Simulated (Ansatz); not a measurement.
Relaxed SnO2 (rutile):

```xyz
6
Lattice="4.7685 0.0000 0.0000 0.0000 4.7685 0.0000 0.0000 0.0000 3.2114" Properties=species:S:1:pos:R:3 pbc="T T T"
Sn     0.0000     0.0000     0.0000
Sn     2.3843     2.3843     1.6057
O      1.4606     1.4606     0.0000
O      3.8449     0.9237     1.6057
O      0.9237     3.8449     1.6057
O      3.3079     3.3079     0.0000
```

Level of theory: PBEsol (plane waves to 420 eV, PAW, scalar-relativistic; Ansatz, a quantum-chemistry and plane-wave program). k mesh 6×6×8 (Γ-centred), Fermi-Dirac smearing 0.05 eV. SnO2 was relaxed with its symmetry unable to fall. The PAW data are Ansatz's earlier set.

One atom of the cell was then moved (with its periodic images), all else fixed, and the forces (eV/Å) came out as:

```csv
atom,Fx,Fy,Fz
Sn1,-1.378,1.633,0.000
Sn2,-0.063,0.285,0.000
O3,-0.001,0.043,0.000
O4,-0.908,0.955,0.000
O5,3.550,-2.723,0.000
O6,-1.200,-0.193,0.000
```

Question: Which atom was moved, and by which vector (Å)?

Answer: O5, by (-0.33, 0.00, 0.00), 0.33 Å in all.

(A displaced cell: forces are minus the slopes of the energy, force constants its curvatures, and phonons follow from these.)
